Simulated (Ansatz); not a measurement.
# Ionic part of the dielectric constant of SrC$_{2}$ at 5 GPa, mode by mode

Method: DFT LDA, scalar-relativistic, plane waves, PAW in Ansatz 0.2.0. Plane waves to 420 eV; Γ-centred k mesh 10×10×10; fixed occupations. No spin polarisation. Phonons by linear response, acoustic sum rule imposed.

Symmetry: I4/mmm, No. 139, tetragonal system. Conventional cell: a = 3.879 Å, b = 3.879 Å, c = 6.576 Å, α = 90.00°, β = 90.00°, γ = 90.00°. Sr (site symmetry 4/mmm) has 10 C at 2.66 to 2.81 Å as nearest neighbours. Around C (site symmetry 4mm) lie 1 C at 1.25 Å.

Other phases may be more stable at this pressure. The bands were filled as in an insulator; under compression the gap may have closed between mesh points.

The primitive cell has V = 49.47 Å³ and ε∞,zz = 4.633. Each polar mode adds Δε = (4.92064×10⁷/V)·S/ν² along z, with S its oscillator strength in e²/amu, ν in cm⁻¹ and V in Å³.

**Question.** From these modes, find each Δε and ε0,zz.
```json
{"ν (cm⁻¹)": "283.0", "S_zz (e²/amu)": "0.247"}
```

**Answer.**
| ν (cm⁻¹) | Δε |
| --- | --- |
| 283.0 | 3.07 |

The sum is 3.067, so ε0,zz = 7.70; the run's tensor has 7.70.

**Question.** Where do the longitudinal modes lie for a wave vector along z?

**Answer.** At 365 cm⁻¹. The Lyddane–Sachs–Teller product Π(ν_LO/ν_TO)² = 1.66 matches ε0/ε∞ = 1.66.

Cost: 1 run of about 2.2 core-minutes, on Intel Xeon Platinum 8488C (Sapphire Rapids) (shared hosts).